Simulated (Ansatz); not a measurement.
**Squeezing Ag (bcc type)**

```
CELL_PARAMETERS angstrom
-1.61272 1.61272 1.61272
1.61272 -1.61272 1.61272
1.61272 1.61272 -1.61272
ATOMIC_POSITIONS crystal
Ag 0.00000 0.00000 0.00000
```

The cell comes from a relaxation on PAW files under the same functional, begun from a prototype that needn't be the stable phase.

Its volume is scaled at fixed shape and fractional positions.

Level of theory: DFT with PBEsol, scalar-relativistic, in Ansatz 0.2.0; a Γ-centred 18×18×18 k mesh, Fermi–Dirac smearing of 0.08 eV, no spin polarisation. LAPW: all electrons, basis error target 1 meV/atom; PAW: frozen-core files, cutoff 420 eV; crystal datasets: all electrons, by PAW datasets that the program makes for each cell; norm-conserving: pseudopotentials, cutoff 1116 eV.

Energies are extrapolated to zero smearing and count from the unscaled cell; pressure is positive in compression; gaps take the mesh and a band path. No temperature or zero-point motion is included.

The PAW files were made under PBE. The structure type is held throughout; the real material can change phase at far lower pressure.

```csv
V/V0,V (Å³/atom),P LAPW (GPa),ΔE LAPW (eV/atom),P PAW − LAPW (GPa),ΔE PAW − LAPW (meV/atom)
1.00,16.78,-0.04,0.000,0.03,0.0
0.88,14.76,21.1,0.114,0.04,0.5
0.78,13.09,57.6,0.504,0.04,0.9
0.68,11.41,130.7,1.444,0.02,1.2
0.58,9.73,283.3,3.510,-0.03,1.2
0.50,8.39,?,6.808,-0.11,0.7
0.43,7.21,951.1,12.078,0.13,0.3
```

Problem. Give the missing entry: row "0.50", column "P LAPW (GPa)".

Solution. 531.8.

Problem. Fit the Vinet equation to the LAPW pressures over the whole range, with residuals weighted by 1/(|P| + 0.03·Pmax).

Solution. V0 = 16.79 Å³/atom, B0 = 110 GPa and B0′ = 6.15, and the fit misses no point by more than 5.1 GPa. A fit over so wide a range pins B0 less well than one near rest.

Problem. From the table, what is the rise of the enthalpy H = E + pV up to the last row, and how stiff is the crystal between the last two rows?

Solution. ΔH = 12.078 eV + (951.1 GPa × 7.21 Å³ + 0.04 GPa × 16.78 Å³) × 0.006242 eV/(GPa·Å³) = 54.91 eV/atom, of which pV makes 78 %. The mean bulk modulus there is −ΔP/Δln V = 2780 GPa.

Problem. At the smallest volume, how far do crystal datasets and norm-conserving lie from LAPW in pressure?

Solution. crystal datasets: 0.00 GPa; norm-conserving: +10.55 GPa, on a LAPW pressure of 951.1 GPa.

Problem. How do the Löwdin populations by LAPW change from the unscaled cell to the last row?

Solution. Ag 4s 1.99 → 1.94 electrons an atom. These are projections on the shells that the free atoms fill; 0.13 e a cell lies outside them at the start and 0.18 e at the end.
